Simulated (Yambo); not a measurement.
G0W0@PBEsol for CdS (wurtzite, space group P6_3mc, No. 186) in Yambo (3×3×2 mesh, 6 Ry block, plasmon pole, screening fixed), without a terminator:

```
bands N in G  gap Γ → Γ (eV)  shift of the valence edge (eV)
------------  --------------  ------------------------------
106                    2.088                          -0.043
162                    2.104                          -0.343
236                    2.135                          -0.490
```

Extrapolate both columns to infinite N with E(N) = E∞ + A/N, test the form, and compare with the terminator.

From two points, E∞ = (N2 E2 − N1 E1)/(N2 − N1). The two largest N give 2.20 eV for the gap and -0.81 eV for the shift; the two smallest give 2.13 eV and -0.91 eV. For the gap the slopes A are -4.9 and -16 eV: the form isn't reached, and its limit is uncertain. For the shift the slopes A are 92 and 76 eV: the form isn't reached, and its limit is uncertain. With the Bruneval-Gonze terminator and 236 bands the run gives 2.19 eV and -0.65 eV, 0.01 eV and 0.16 eV from the extrapolated values: the terminator too is an estimate of the remainder. Block, mesh and the bands in W are held fixed.

Spin-orbit coupling is included.

Geometry relaxed with PBEsol; primitive cell a = b = 4.125 Å, c = 6.709 Å, α = β = 90.00°, γ = 120.00°.

A shift is the quasiparticle energy of the state minus its PBEsol energy.
